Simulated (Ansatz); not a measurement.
ZnS (zinc blende)

```xyz
2
Lattice="0.0000 2.6946 2.6946 2.6946 0.0000 2.6946 2.6946 2.6946 0.0000" Properties=species:S:1:pos:R:3 pbc="T T T"
S      4.0418     4.0418     4.0418
Zn     0.0000     0.0000     0.0000
```

The volume is varied about the relaxed value V₀ at fixed cell shape. Symmetry pins the atoms to their sites.

Level of theory: r2SCAN (plane waves to 500 eV, PAW, scalar-relativistic; Ansatz, a program for electronic structure). k mesh 11×11×11 (Γ-centred), Fermi-Dirac smearing 0.05 eV. E stands for the smeared free energy. Compression counts positive. ZnS was relaxed with its symmetry unable to fall. The zero of ΔE is the relaxed starting cell.

```tsv
V (Å³/atom)	ΔE (meV/atom)
16.434	167.5
16.956	110.0
17.477	66.7
17.999	35.6
18.521	15.0
19.042	3.6
19.564	0.0
20.086	3.3
20.608	withheld
21.129	26.8
21.651	45.6
22.173	68.2
22.694	94.3
```

Question: Fit a third-order Birch-Murnaghan form (E₀, V₀, B₀, B₀′ free) to the given rows and predict ΔE at V = 20.608.

Answer: Least squares on the 12 given rows: ΔE = E₀ + (9V₀B₀/16)·y²·[2 + (B₀′ − 4)y], y = (V₀/V)^(2/3) − 1, with V₀ = 19.563 Å³/atom, B₀ = 78.59 GPa (160.2 GPa = 1 eV/Å³; the term in eV is multiplied by 1000), B₀′ = 4.36, E₀ = 0.01 meV/atom; root-mean-square residual 0.03 meV/atom. At 20.608 the fit gives 12.5 meV/atom; the calculation gives 12.5 meV/atom, the same to the digits shown. For the pressure the fit gives -3.7 GPa against the computed -3.7 GPa.

(Under strain, the slope of the energy per volume gives the stress and its curvature an elastic modulus.)
